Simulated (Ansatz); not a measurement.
All numbers below come from DFT PBE, scalar-relativistic, plane waves, PAW (Ansatz). All cells share a 420 eV cutoff and Γ-centred k meshes spaced at most about 0.3 Å⁻¹ (about 0.25 or finer for metals, 2π included). Collinear spin in cells that started with moments and kept them past the coarse steps, no spin elsewhere.

All energies are static (0 K, no zero-point motion).

Two forms of TiGePd3 were relaxed alike.

A. (site moments under 0.1 μB)

```
CELL_PARAMETERS angstrom
4.67876 0.00000 0.00000
0.00000 4.67876 0.00000
0.00000 0.00000 4.67876
ATOMIC_POSITIONS crystal
Ti 0.00000 0.00000 0.00000
Ge 0.50000 0.50000 0.50000
Pd 0.50000 0.00000 0.00000
Pd 0.00000 0.50000 0.00000
Pd 0.00000 0.00000 0.50000
```

B. (site moments Ti 1.0 μB)

```
CELL_PARAMETERS angstrom
4.96073 0.00000 0.00000
0.00000 4.96073 0.00000
0.00000 0.00000 4.71072
ATOMIC_POSITIONS crystal
Ti 0.00000 0.00000 0.50000
Ge 0.50000 0.50000 0.50000
Pd 0.00000 0.50000 0.50000
Pd 0.50000 0.00000 0.50000
Pd 0.50000 0.50000 0.00000
```

Question: Which form is favoured at zero pressure, and by what margin per atom?

Answer: B is lower, by 60 meV/atom. A has the antiperovskite type, space group Pm-3m (No. 221), 20.5 Å³/atom and no gap on its mesh; B has space group P4/mmm (No. 123), 23.2 Å³/atom and no gap. Counting Pd or Ti atoms around Ge (for each partner element, those within 1.25 times its shortest distance or 1.15 times the sum of covalent radii, where it is the nearest in units of that sum or under 1.3; a plus sign parts groups by distance over the sum of covalent radii; the shortest distance is added where it exceeds 1.18 times the sum of covalent radii), A has Ge 12 from 3.3 Å and B has Ge 6+4. Their magnetic states differ too, which can make part of the margin. The lower one is the more open, so pressure narrows the difference. Even the lower one lies +0.43 eV/atom against the reference forms of the elements (uncorrected), so neither is stable at this level. In A, Ti has 6 Pd at 2.34 Å; Ge has 12 Pd at 3.31 Å; Pd is surrounded by 2 Ti at 2.34 Å, 4 Ge at 3.31 Å and 8 Pd at 3.31 Å. In B, Ti is surrounded by 4 Pd at 2.48 Å; Ge is surrounded by 6 Pd at 2.36–2.48 Å and 4 Ti at 3.51 Å; Pd on a site of symmetry mmm is surrounded by 2 Ge at 2.48 Å and 2 Ti at 2.48 Å; 1 more site not described. Both come from invented guesses. A third cell relaxed alike, in Pm-3m, lies 231 meV/atom below the lower of the two.

The magnetic state reached may not be the lowest. Cells relaxed within their symmetry can be saddle points. Some types were kept out of the candidates beforehand, so the set may lack a known form.
